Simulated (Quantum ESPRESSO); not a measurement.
# Band energies of K2RhAgF6

```
CELL_PARAMETERS angstrom
      0.00000     4.37765     4.37765
      4.37765     0.00000     4.37765
      4.37765     4.37765     0.00000
ATOMIC_POSITIONS crystal
  F  0.23131 0.23131 0.76869
  F  0.76869 0.76869 0.23131
  F  0.76869 0.23131 0.23131
  F  0.23131 0.76869 0.76869
  F  0.23131 0.76869 0.23131
  F  0.76869 0.23131 0.76869
  K  0.25000 0.25000 0.25000
  K  0.75000 0.75000 0.75000
  Rh 0.00000 0.00000 0.00000
  Ag 0.50000 0.50000 0.50000
```

PBEsol (Quantum ESPRESSO, PseudoDojo norm-conserving, 88 Ry, scalar-relativistic); path ΓXWKΓLUWLK,UX; energies in eV from the valence-band maximum.

```csv
k (1/Å),point,band 44,band 45,band 46,band 47,band 48,band 49,band 50,band 51
0.00,Γ,-1.45,-1.45,-0.01,-0.01,-0.01,2.41,2.41,2.49
0.24,,-1.45,-1.11,-0.03,-0.03,-0.01,2.04,2.41,2.92
0.48,,-1.45,-0.95,-0.03,-0.03,-0.02,1.37,2.41,4.01
0.72,X,-1.44,-1.16,-0.02,0.00,0.00,1.14,2.41,4.99
0.72,W,-1.23,-1.06,-0.05,-0.05,0.00,1.48,2.05,4.92
0.97,K,-1.14,-1.12,-0.06,-0.03,-0.02,1.39,2.16,4.84
1.16,,-1.16,-0.81,-0.09,-0.06,-0.03,1.77,1.90,4.25
1.35,,-1.25,-0.88,-0.07,-0.05,-0.03,1.95,2.12,3.40
1.54,,-1.38,-1.24,-0.03,-0.02,-0.02,2.25,2.34,2.74
1.73,Γ,-1.45,-1.45,-0.01,-0.01,-0.01,2.41,2.41,2.49
1.89,,-1.35,-1.35,-0.02,-0.02,-0.02,2.33,2.33,2.65
2.04,,-1.12,-1.12,-0.06,-0.04,-0.04,2.15,2.15,3.08
2.20,,-0.88,-0.88,-0.10,-0.06,-0.06,1.96,1.96,3.65
2.35,L,-0.78,-0.78,-0.12,-0.07,-0.07,1.87,1.87,4.00
2.57,,-0.96,-0.88,-0.09,-0.06,-0.05,1.68,1.96,4.34
2.79,U,-1.14,-1.12,-0.06,-0.03,-0.02,1.39,2.16,4.84
2.79,W,-1.23,-1.06,-0.05,-0.05,0.00,1.48,2.05,4.92
2.92,,-1.16,-1.01,-0.06,-0.05,-0.01,1.53,2.03,4.76
3.05,,-1.01,-0.91,-0.08,-0.06,-0.04,1.65,1.97,4.43
3.17,,-0.85,-0.82,-0.11,-0.07,-0.06,1.80,1.90,4.13
3.30,L,-0.78,-0.78,-0.12,-0.07,-0.07,1.87,1.87,4.00
3.41,,-0.83,-0.81,-0.11,-0.07,-0.07,1.82,1.90,4.10
3.52,,-0.96,-0.88,-0.09,-0.06,-0.05,1.68,1.96,4.34
3.63,,-1.09,-0.99,-0.07,-0.04,-0.03,1.52,2.06,4.63
3.74,K,-1.14,-1.12,-0.06,-0.03,-0.02,1.39,2.16,4.84
3.74,U,-1.14,-1.12,-0.06,-0.03,-0.02,1.39,2.16,4.84
3.99,X,-1.44,-1.16,-0.02,0.00,0.00,1.14,2.41,4.99
```

The PBEsol gap is direct, 1.14 eV at X. Another valence extremum on the path lies within 0.02 eV, too close to call.

Spin-orbit splittings are left out.

Geometry of the Materials Project entry, not relaxed at this level.

The structure is a Materials Project entry; no match was found in the copy of COD used, and its stability was not checked.
